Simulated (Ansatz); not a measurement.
**Property card for ZrMo**

ZrMo:
Space group Fm-3m (No. 225); a = 5.422 Å, b = 5.422 Å, c = 5.422 Å, α = 90.00°, β = 90.00°, γ = 90.00°

```tsv
atom	site	symmetry	x	y	z
Mo	4a	m-3m	0.0000	0.0000	0.0000
Zr	4b	m-3m	0.5000	0.5000	0.5000
```
(The calculation used a cell of 2 atoms; values per cell refer to that cell.)

Space group Fm-3m (No. 225), rock salt; conventional cell a = b = c = 5.422 Å, α = β = γ = 90.00°.

Method: DFT-PBEsol in the program Ansatz with PAW potentials. Structure relaxed to zero pressure with the same functional. Other levels are named where they apply.

Cell and energy:

```yaml
volume_per_atom: 19.92 Å³
density: 7.80 g/cm³
Formation energy from the elements (no fitted shifts): 1.01 eV/atom
```

Electronic structure:

```yaml
electronic_character: metallic (no gap)
Density of states at the Fermi level: 1.3 states/eV per atom (mean over ±0.08 eV)
Gap with spin–orbit coupling: none (metallic)
```

Mechanics:

```yaml
Bulk modulus (Birch–Murnaghan fit): 126 GPa
Pressure derivative B′: 3.8
Elastic constants (relaxed ions, GPa): C11 = 281, C12 = 45.4, C44 = -109
mechanical_stability: unstable (C has a negative eigenvalue)
```

Phonons:

```yaml
highest_zone_centre_frequency: 236 cm^-1
zone_centre_stability: no imaginary mode at Γ
```

The start of the workflow was typed in or built on a structure type; neither database checked (COD, Materials Project) lists it. Its standing as an ambient phase is unchecked. The PBEsol relaxation kept the symmetry of its start. The run is not spin-polarised. Its formation energy is positive at this level, so the cell may be metastable or incomplete. As this level gives no gap, shear constants depend on the k-mesh and smearing (Fermi–Dirac, 0.1 eV here). As this level gives no gap, phonon frequencies hold no LO–TO term and depend on the k-mesh and smearing (Fermi–Dirac, 0.1 eV here). The references are the lowest solids computed at this level, not always the standard phases. Scalar-relativistic: spin–orbit coupling is off unless named, which matters more the heavier the elements.

Potentials: the earlier of the program's two PAW sets. The files were generated under PBE; for other functionals the program regenerates the frozen cores, and for LDA and PBEsol the local potential too.
